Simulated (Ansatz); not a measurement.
AlRu:
```yaml
crystal:
  lattice:
    - [1.48913, -4.54062, 0.00000]
    - [1.48913, 4.54062, 0.00000]
    - [0.00000, 0.00000, 4.08188]
  atoms:
    - { symbol: Al, position: [0.59241, 0.40759, 0.25000] }
    - { symbol: Ru, position: [0.86426, 0.13574, 0.25000] }
    - { symbol: Al, position: [0.40759, 0.59241, 0.75000] }
    - { symbol: Ru, position: [0.13574, 0.86426, 0.75000] }
```

Relaxed with r²SCAN.

Question: Map the electron localisation function on the plane through (0.592, 0.408, 0.250) spanned by u = [1, 1, 0] and v = [1, -1, 0] in lattice vectors, from plane-wave PAW r²SCAN (Ansatz code).

Answer: x is the fraction of u, y of v (the angle between them is 90°; rows are the nearest grid lines); atoms in the plane: Al at (0.00, 0.00), Al at (0.50, 0.50), Ru at (0.00, 0.27), Ru at (0.50, 0.77).
```
y \ x   0.000  0.0625  0.188  0.250  0.375  0.438  0.562  0.625  0.750  0.812  0.938   1.00
------  -----  ------  -----  -----  -----  -----  -----  -----  -----  -----  -----  -----
1.00    0.009   0.118  0.034  0.195  0.448  0.448  0.448  0.448  0.195  0.034  0.118  0.009
0.925   0.172   0.214  0.440  0.476  0.373  0.315  0.315  0.373  0.476  0.440  0.214  0.172
0.850   0.490   0.459  0.332  0.359  0.567  0.612  0.612  0.567  0.359  0.332  0.459  0.490
0.775   0.368   0.283  0.246  0.468  0.579  0.317  0.317  0.579  0.468  0.246  0.283  0.368
0.700   0.220   0.196  0.192  0.319  0.624  0.656  0.656  0.624  0.319  0.192  0.196  0.220
0.625   0.241   0.251  0.331  0.386  0.470  0.488  0.488  0.470  0.386  0.331  0.251  0.241
0.550   0.353   0.366  0.384  0.313  0.062  0.025  0.025  0.062  0.313  0.384  0.366  0.353
0.450   0.399   0.416  0.466  0.402  0.065  0.017  0.017  0.065  0.402  0.466  0.416  0.399
0.375   0.347   0.345  0.338  0.366  0.482  0.519  0.519  0.482  0.366  0.338  0.345  0.347
0.300   0.444   0.542  0.636  0.459  0.222  0.326  0.326  0.222  0.459  0.636  0.542  0.444
0.225   0.638   0.680  0.646  0.434  0.164  0.217  0.217  0.164  0.434  0.646  0.680  0.638
0.150   0.365   0.360  0.315  0.282  0.226  0.216  0.216  0.226  0.282  0.315  0.360  0.365
0.0750  0.243   0.273  0.407  0.426  0.364  0.325  0.325  0.364  0.426  0.407  0.273  0.243
0.000   0.009   0.118  0.034  0.195  0.448  0.448  0.448  0.448  0.195  0.034  0.118  0.009
```

The density is the valence pseudo-density with augmentation charge, so density and ELF within about 1 Å of a nucleus are not all-electron values.

Space group Cmcm. The start of the workflow was typed in or built on a structure type; neither database checked (COD, Materials Project) lists it. COD files the formula under space group No. 221, so this cell is another polymorph or a model. Whether it is the stable phase at ambient conditions was not checked. The cell was relaxed with r²SCAN under the symmetry of its start; whether a distortion lowers the energy is not shown. The run is not spin-polarised.

Potentials: the later of the program's two PAW sets.
